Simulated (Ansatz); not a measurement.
Relaxed candidate structures of AsRu:

A. F-43m (No. 216), cF8, zinc blende type; a = b = c = 5.4036 Å, α = β = γ = 90.00°; As 4c (0.250, 0.250, 0.250); Ru 4a (0.000, 0.000, 0.000)

B. Pnma (No. 62), oP8; a = 5.690 Å, b = 3.301 Å, c = 6.341 Å, α = 90.00°, β = 90.00°, γ = 90.00°; As 4c (0.196, 0.250, 0.432); Ru 4c (0.002, 0.250, 0.797)

Q: Put the candidates in order of energy per atom, lowest first, for PBEsol (plane waves to 420 eV, PAW, scalar-relativistic; Ansatz, a quantum-chemistry and plane-wave program).

A: B (reference, the lowest among the structures calculated here), A (+0.50 eV/atom)

Each run could gain symmetry but not lose that of its start, so entries can be saddle points. From databases, or of a type measured for this composition: Pnma, oP8; the others are generated cells (placed on structure types, drawn at random, substituted or restacked) that were not matched to a known phase here. Energies are at zero temperature and pressure, without zero-point motion. Each cell has its own k-point mesh; energy differences are given only to the digits this allows. No spin polarisation in the result.
